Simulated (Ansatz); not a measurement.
NaF:
```yaml
crystal:
  lattice:
    - [0.00000, 2.31909, 2.31909]
    - [2.31909, 0.00000, 2.31909]
    - [2.31909, 2.31909, 0.00000]
  atoms:
    - { symbol: Na, position: [0.00000, 0.00000, 0.00000] }
    - { symbol: F, position: [0.50000, 0.50000, 0.50000] }
```

Relaxed with HSE06. Special points in fractions of this cell's reciprocal vectors: Γ (0.000, 0.000, 0.000); X (0.500, 0.000, 0.500); U (0.625, 0.250, 0.625); K (0.375, 0.375, 0.750); L (0.500, 0.500, 0.500); W (0.500, 0.250, 0.750).

Q: List the band energies nearest the valence-band maximum at these points for DFT-HSE06 in the program Ansatz with PAW potentials.

A: In eV from the valence-band maximum; about four levels below and three above (degenerate sets whole), none deeper than 8.9 eV; … stands for higher levels left out; points with the same levels are listed once.

| k | below | above |
|---|---|---|
| Γ | 0.00 0.00 0.00 | 8.46 … |
| X | -1.31 -0.43 -0.43 | 15.45 … |
| U | -1.09 -0.85 -0.39 | 15.06 … |
| L | -1.61 -0.27 -0.27 | 12.99 … |
| W | -0.90 -0.90 -0.59 | … |

Space group Fm-3m (rock salt). The cell was relaxed with HSE06 under the symmetry of its start. The hybrid was solved on a coarse mesh, the path and, where they were found, the r²SCAN edge points; its band edges are the extreme levels among these.

Potentials: the later of the program's two PAW sets.
